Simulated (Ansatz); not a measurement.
BP:
```cif
data_B3P3
_chemical_formula_sum 'B3 P3'
_space_group_name_H-M_alt 'P6422'
_space_group_IT_number 181
_space_group_name_Hall 'P 64 2 (0 0 2)'
_cell_length_a 3.27650
_cell_length_b 3.27650
_cell_length_c 7.00477
_cell_angle_alpha 90.000
_cell_angle_beta 90.000
_cell_angle_gamma 120.000
loop_
_atom_site_label
_atom_site_type_symbol
_atom_site_symmetry_multiplicity
_atom_site_Wyckoff_symbol
_atom_site_fract_x
_atom_site_fract_y
_atom_site_fract_z
_atom_site_occupancy
B1 B 3 c 0.50000 0.00000 0.00000 1
P1 P 3 d 0.50000 0.00000 0.50000 1
```

Relaxed with r²SCAN.

Which orbitals make up the states near the band edges in r²SCAN in the plane-wave PAW code Ansatz?

Top 1 eV of the valence band: B 2p 51 %, P 3p 43 %. Bottom 1 eV of the conduction band: B 2p 43 %, P 3p 33 %, B 2s 5 %, outside the projected shells 16 %. Projections are on Löwdin-orthogonalised atomic valence shells; empty p or d shells of many metals are not among them.

Tabulate the density of states.

States/eV per cell of 6 atoms, in 0.25 eV bins, energy from the valence-band maximum.

```
E (eV)  total  P 3p  B 2p  B 2s
------  -----  ----  ----  ----
-7.85    1.69  0.81  0.45  0.29
-7.60    1.78  0.84  0.47  0.31
-7.35    1.76  0.82  0.49  0.28
-7.10    1.53  0.71  0.46  0.20
-6.85    1.56  0.74  0.50  0.18
-6.60    1.74  0.82  0.57  0.20
-6.35    1.79  0.84  0.58  0.20
-6.10    1.68  0.80  0.56  0.18
-5.85    1.82  0.86  0.63  0.19
-5.60    2.00  0.95  0.71  0.19
-5.35    2.03  0.98  0.75  0.18
-5.10    2.26  1.10  0.85  0.17
-4.85    2.39  1.16  0.91  0.17
-4.60    2.33  1.14  0.90  0.16
-4.35    2.26  1.11  0.89  0.15
-4.10    2.56  1.25  1.01  0.16
-3.85    2.23  1.10  0.89  0.13
-3.60    2.70  1.33  1.11  0.13
-3.35    2.96  1.48  1.21  0.14
-3.10    2.49  1.28  1.00  0.11
-2.85    2.76  1.40  1.13  0.12
-2.60    2.86  1.43  1.21  0.11
-2.35    2.97  1.43  1.32  0.10
-2.10    3.24  1.55  1.46  0.10
-1.85    2.07  0.99  0.94  0.05
-1.60    1.21  0.58  0.57  0.02
-1.35    0.69  0.33  0.33  0.01
-1.10    0.38  0.17  0.19  0.01
-0.85    0.18  0.08  0.09  0.00
-0.60    0.11  0.05  0.06  0.00
-0.35    0.07  0.03  0.03  0.00
-0.10    0.01  0.01  0.01  0.00
0.15     0.00  0.00  0.00  0.00
0.40     0.04  0.01  0.02  0.00
0.65     0.16  0.05  0.07  0.00
0.90     0.30  0.10  0.13  0.01
1.15     0.61  0.19  0.25  0.05
1.40     1.09  0.32  0.41  0.12
1.65     1.85  0.50  0.65  0.26
1.90     3.39  0.92  1.16  0.52
2.15     2.88  0.81  0.98  0.39
2.40     2.62  0.70  0.93  0.33
2.65     2.57  0.65  0.93  0.30
2.90     2.42  0.57  0.86  0.27
3.15     2.73  0.66  0.93  0.32
3.40     2.71  0.71  0.88  0.33
3.65     3.05  0.82  1.00  0.37
3.90     2.80  0.75  0.92  0.32
4.15     2.36  0.62  0.75  0.28
4.40     2.35  0.62  0.71  0.31
4.65     2.62  0.66  0.77  0.36
4.90     2.10  0.56  0.59  0.30
```

Space group P6_422. The start of the workflow was typed in or built on a structure type; neither database checked (COD, Materials Project) lists it. It is not the phase usual at ambient conditions (space group No. 216). The cell was relaxed with r²SCAN under the symmetry of its start; whether a distortion lowers the energy is not shown.

Potentials: the earlier of the program's two PAW sets.
